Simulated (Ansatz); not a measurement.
BiB (rock salt, space group No. 225) under volume change, r²SCAN in the plane-wave PAW code Ansatz, scaled uniformly.

```
V (Å³/atom)  E − E(relaxed) (meV/atom)  P (GPa)
-----------  -------------------------  -------
16.526                            46.3     9.81
17.071                            19.6     6.04
17.615                             4.7     2.81
18.160                             0.0     0.00
18.705                             4.2    -2.38
19.250                            15.9    -4.44
19.795                            34.0    -6.19
```

Q: What does a third-order Birch–Murnaghan fit give for V₀, B₀ and B′?

A: V₀ = 18.16 Å³/atom, B₀ = 85.8 GPa, B′ = 4.1.

Space group Fm-3m (rock salt). A made-up cell: these elements were put on the sites of a structure type; neither database checked (COD, Materials Project) lists it. Whether it is the stable phase at ambient conditions was not checked. The cell was relaxed with r²SCAN under the symmetry of its start; whether a distortion lowers the energy is not shown. Spin–orbit coupling is left out wherever it is not named.

Potentials: the later of the program's two PAW sets.
